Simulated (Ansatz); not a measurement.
B₄Ru:
```cif
data_B8Ru2
_chemical_formula_sum 'Ru2 B8'
_space_group_name_H-M_alt 'Pnnm'
_space_group_IT_number 58
_space_group_name_Hall '-P 2 2n'
_cell_length_a 4.74533
_cell_length_b 5.51798
_cell_length_c 3.13608
_cell_angle_alpha 90.000
_cell_angle_beta 90.000
_cell_angle_gamma 90.000
loop_
_space_group_symop_operation_xyz
  'x, y, z'
  '-x, -y, -z'
  '-x, -y, z'
  'x, y, -z'
  'x+1/2, -y+1/2, -z+1/2'
  '-x+1/2, y+1/2, z+1/2'
  '-x+1/2, y+1/2, -z+1/2'
  'x+1/2, -y+1/2, z+1/2'
loop_
_atom_site_label
_atom_site_type_symbol
_atom_site_symmetry_multiplicity
_atom_site_Wyckoff_symbol
_atom_site_fract_x
_atom_site_fract_y
_atom_site_fract_z
_atom_site_occupancy
Ru1 Ru 2 d 0.50000 0.00000 0.00000 1
B1 B 4 g 0.33930 0.37671 0.00000 1
B2 B 4 g 0.23998 0.17992 0.50000 1
```

Relaxed at zero pressure with r²SCAN (plane waves, PAW; program Ansatz).

Task: The volume is lowered by 3 % and shape and atoms relax at that volume. What pressure results, and how do the axes share the change?

Result: 8.4 GPa; a -0.9 %, b -0.5 %, c -1.6 %; the energy rises by 6 meV/atom.

Task: Give the new structure.

Result: 
Space group Pnnm (No. 58); a = 4.705 Å, b = 5.489 Å, c = 3.084 Å, α = β = γ = 90.00°

```csv
atom,site,symmetry,x,y,z
Ru,2d,..2/m,0.5000,0.0000,0.0000
B,4g,..m,0.3430,0.3782,0.0000
B,4g,..m,0.2418,0.1820,0.5000
```

The phase is kept; no other phase was compared at this pressure.

The start of the workflow was typed in or built on a structure type; neither database checked (COD, Materials Project) lists it. Its standing as an ambient phase is unchecked. The cell was relaxed with r²SCAN under the symmetry of its start; its stability against distortions is not shown here. No spin polarisation was allowed.

Potentials: the earlier of the program's two PAW sets. The files were generated under PBE; for other functionals the program regenerates the frozen cores, and for LDA and PBEsol the local potential too.
